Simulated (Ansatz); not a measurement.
ZnO in space group P6_3/mmc (No. 194; Zn on 2b, O on 2c), the program Ansatz at the LDA level (PAW), all energies at zero smearing, with the estimated change up to a 700 eV cutoff added, with one set of potentials and settings (totals compare only within such a set). Cell of 4 atoms (2 Zn, 2 O): -7602.792 eV.

```json
[
 {"element": "Zn", "reference phase": "P6_3/mmc, 2 atoms in the cell", "E (eV/atom)": "-3246.2618"},
 {"element": "O", "reference phase": "C2/m, 4 atoms in the cell, spin-polarised", "E (eV/atom)": "-552.6518"}
]
```

Formation energy per atom, worked out: (-7602.792 − 2×(-3246.2618) − 2×(-552.6518))/4 = -1.241 eV/atom (-120 kJ per mol of atoms), at 0 K, without zero-point energy or fitted corrections.

The first step of the workflow began from a Materials Project structure, measured or hypothetical; the Crystallography Open Database copy checked does not list it. It is not the phase usual at ambient conditions (space group No. 186). Symmetry was held in the LDA relaxation; phonons show weakly imaginary modes. A crystal of weakly bound layers computed without a dispersion correction: the cell and the soft elastic constants depend strongly on that. The references are the lowest solids computed at this level, not always the standard phases (solids in place of the gases).

Potentials: the later of the program's two PAW sets.
